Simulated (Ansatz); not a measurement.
AlP:
```yaml
crystal:
  lattice:
    - [3.82118, 0.00000, 0.00000]
    - [-1.91059, 3.30924, 0.00000]
    - [0.00000, 0.00000, 8.63246]
  atoms:
    - { symbol: Al, position: [0.50000, 0.00000, 0.50000] }
    - { symbol: Al, position: [0.00000, 0.50000, 0.16667] }
    - { symbol: Al, position: [0.50000, 0.50000, 0.83333] }
    - { symbol: P, position: [0.50000, 0.00000, 0.00000] }
    - { symbol: P, position: [0.00000, 0.50000, 0.66667] }
    - { symbol: P, position: [0.50000, 0.50000, 0.33333] }
```

Relaxed with PBEsol.

Give the optical modes at the zone centre with their infrared activity from DFPT, PBEsol (plane waves, PAW; program Ansatz).

Transverse frequencies, without the LO–TO term; a row sums one degenerate level.

| ω (cm⁻¹) | degeneracy | IR ((D/Å)²/amu) | activity | symmetry |
|---|---|---|---|---|
| 105 | 1 | 0.00 | IR-inactive | B1 |
| 108 | 2 | 6.32 | IR | E1 |
| 110 | 1 | 0.00 | IR-inactive | B2 |
| 262 | 1 | 0.00 | IR-inactive | B1 |
| 282 | 2 | 0.00 | IR-inactive | E2 |
| 344 | 2 | 0.09 | IR | E1 |
| 406 | 1 | 33.57 | IR | A2 |
| 413 | 2 | 66.85 | IR | E1 |
| 437 | 2 | 0.00 | IR-inactive | E2 |
| 468 | 1 | 0.00 | IR-inactive | B2 |

How high does the top mode go among those that the LO–TO term moves?

473 cm⁻¹ for q along x, 473 cm⁻¹ for q along y, 460 cm⁻¹ for q along z.

Space group P6_222. The start of the workflow was typed in or built on a structure type; neither database checked (COD, Materials Project) lists it. It is not the phase usual at ambient conditions (space group No. 216). The PBEsol relaxation kept the symmetry of its start; of distortions, only those at the zone centre were tested.

Potentials: the later of the program's two PAW sets.
